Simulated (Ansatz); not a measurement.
# Guessed and relaxed cells of TaW₃O₄

The guess for TaW₃O₄ was made by a generator: ordered mixture on the cation sites of caesium chloride (Im-3m, No. 229) (occupants of the shared sites, in ratio, Ta: 1, W: 3). Its size is a rough estimate.

POSCAR.start

```
Ta W O
1.0
    -2.78061    2.78061    2.78061
     2.78061   -2.78061    2.78061
     2.78061    2.78061   -2.78061
Ta W O
1 3 4
Direct
  0.00000 0.00000 0.00000
  0.50000 0.50000 0.00000
  0.50000 0.00000 0.50000
  0.00000 0.50000 0.50000
  0.50000 0.50000 0.50000
  0.00000 0.00000 0.50000
  0.00000 0.50000 0.00000
  0.50000 0.00000 0.00000
```

These are results of Ansatz, DFT PBE, scalar-relativistic, plane waves, PAW, not measurements. Cutoff 420 eV, Gaussian smearing, Γ-centred meshes. Cell and atoms relax first on a coarse mesh and then on a finer one. In between, the cell is made exact in the group found at 0.06 Å. In metals the finer mesh still leaves noise of several meV/atom or more. The steps can't lower the symmetry of their start. No spin polarisation in the relaxation; trial moments died out in a coarse test.

POSCAR.end

```
Ta W O
1.0
    -2.83068    2.83068    2.83068
     2.83068   -2.83068    2.83068
     2.83068    2.83068   -2.83068
Ta W O
1 3 4
Direct
  0.00000 0.00000 0.00000
  0.50000 0.50000 0.00000
  0.50000 0.00000 0.50000
  0.00000 0.50000 0.50000
  0.50000 0.50000 0.50000
  0.00000 0.00000 0.50000
  0.00000 0.50000 0.00000
  0.50000 0.00000 0.00000
```

The symmetry stays Im-3m (No. 229). The volume per atom grows by 5.5 %, from 10.7 to 11.3 Å³. The shortest distance goes from 2.41 Å (Ta–O and W–O) to 2.45 Å (Ta–O and W–O).

| Quantity | Value |
| --- | --- |
| Volume per atom | 11.34 Å³ |
| Density | 14.58 g/cm³ |
| Formation energy | +0.17 eV/atom |
| Gap on the 10×10×10 mesh of the 8-atom cell | 0 eV (a metal) |

Energies over the elements count from the elements' standard structures at the same level (O₂ as a molecule), with no fitted energy shifts. The separate elements lie lower, so it is unstable against them.

The last run used Gaussian smearing of 0.10 eV. These runs have no spin–orbit coupling, which can matter for Ta and W. An odd number of electrons in the primitive cell allows no gap without spin; a larger cell or a magnetic state could open one. Symmetry constrained the relaxation, so the result can be a saddle point. In all, the 3 runs took 57 s on 1 thread of Arm Neoverse V2, on a shared host.
